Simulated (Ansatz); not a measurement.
# Kick test of a cell of TiMo₄

The structure comes from a proposed guess, relaxed at this level; another structure or a mixture of phases may lie lower.

Method: DFT PBE, scalar-relativistic, plane waves, PAW (Ansatz 0.2.0). Settings: cutoff 420 eV, Γ-centred mesh 12×12×12 on the computed 5-atom cell, Gaussian smearing of 0.10 eV; no spin polarisation.

The cell below (5 atoms, space group R-3m (No. 166)) is relaxed within its symmetry.

```
Ti Mo
1.0
     2.22896    1.28689    4.57867
    -2.22896    1.28689    4.57867
     0.00000   -2.57378    4.57867
Ti Mo
1 4
Direct
  0.00000 0.00000 0.00000
  0.20381 0.20381 0.20381
  0.59830 0.59830 0.59830
  0.79619 0.79619 0.79619
  0.40170 0.40170 0.40170
```

For the test a repeat of it with 10 atoms (edges 4.46, 5.25, 7.72 Å) was strained at random (σ = 1.5 % a component), the atoms were moved at random (σ = 0.10 Å), and all was relaxed again on a coarse 6×6×4 mesh (in the run’s order of axes) with 0.20 eV smearing, with no symmetry imposed.

Q: Does it come back?

A: It returns, within 1 meV/atom of the unmoved cell on that mesh and with the same symmetry when read at 0.1 Å (C2/m at 0.01 Å, so small strains and shifts remain). So it is stable against the distortions that fit this cell and that this random move excites. Modes that don't fit the cell aren't tested.
